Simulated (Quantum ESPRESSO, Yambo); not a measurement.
CdBr2 (space group R-3m, No. 166): one geometry, one set of norm-conserving PBEsol (Quantum ESPRESSO, 102 Ry, scalar-relativistic) orbitals, self-energies from Yambo (4×4×4 Γ-centred k mesh, bands 5 to 130 and a 7 Ry block in the screening, 130 bands in G with the Bruneval-Gonze terminator, plasmon pole fitted at 27.2 eV).

```
level                                                        gap F → Γ (eV)  direct gap at Γ (eV)
-----------------------------------------------------------  --------------  --------------------
PBEsol (Quantum ESPRESSO)                                              2.66                  2.81
exchange only (Hartree-Fock self-energy on PBEsol orbitals)           10.18                 10.32
static COHSEX@PBEsol                                                    [?]                   [?]
G0W0@PBEsol, plasmon pole                                               [?]                   [?]
```

Q: Complete the blanks.

A: 
- static COHSEX@PBEsol, gap F → Γ (eV): 5.10
- static COHSEX@PBEsol, direct gap at Γ (eV): 5.22
- G0W0@PBEsol, plasmon pole, gap F → Γ (eV): 4.40
- G0W0@PBEsol, plasmon pole, direct gap at Γ (eV): 4.53

Bare exchange has no screening and gives the widest gap; static COHSEX screens it but leaves out the frequency dependence, which G0W0 restores. All rows use the PBEsol edge points; in the exchange only run other k points give a smaller gap, 10.13 eV.

Convergence of the G0W0 settings was not tested.

Spin-orbit coupling is not included.

Geometry relaxed with PBE+D3(BJ); primitive cell a = 6.714 Å, b = 6.714 Å, c = 6.714 Å, α = 34.64°, β = 34.64°, γ = 34.64°.
